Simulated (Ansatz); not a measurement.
The end of the path is a generated cell of AlRh: the first start was made by placing the elements on the sites of a structure type, and the end was not matched to a known phase here, so it may be hypothetical.

A geometry of AlRh away from equilibrium: the start of the relaxation of a generated cell, AlRh built in the AFLOW prototype AB_hP8_186_ab_ab (B5, as in SiC). Level of theory: PBEsol (plane waves to 420 eV, PAW, scalar-relativistic; Ansatz, a first-principles code). Γ-centred k-mesh 11×11×3 on the run's cell (coarser than for final values), Fermi–Dirac smearing 0.05 eV.

```xyz
8
Lattice="3.3006 0.0000 0.0000 -1.6503 2.8584 0.0000 0.0000 0.0000 10.8053" Properties=species:S:1:pos:R:3 pbc="T T T"
Al     0.0000     0.0000     0.0000
Al     0.0000     0.0000     5.4027
Al     1.6503     0.9528     8.1059
Al     0.0000     1.9056     2.7033
Rh     0.0000     0.0000     8.7756
Rh     0.0000     0.0000     3.3730
Rh     1.6503     0.9528     6.0865
Rh     0.0000     1.9056     0.6839
```

Q: Which atoms carry the largest force, and which way does it point?

A: 0.21 eV/Å, on Rh5, Rh6 (atoms numbered as listed); on Rh5 its components are (0.00, 0.00, 0.21).

Q: What is the pressure?

A: +102 GPa, compression positive.

No spin polarisation in the result.

The run could not lose the symmetry of its start: the end is stationary, and may be a saddle point rather than a minimum.
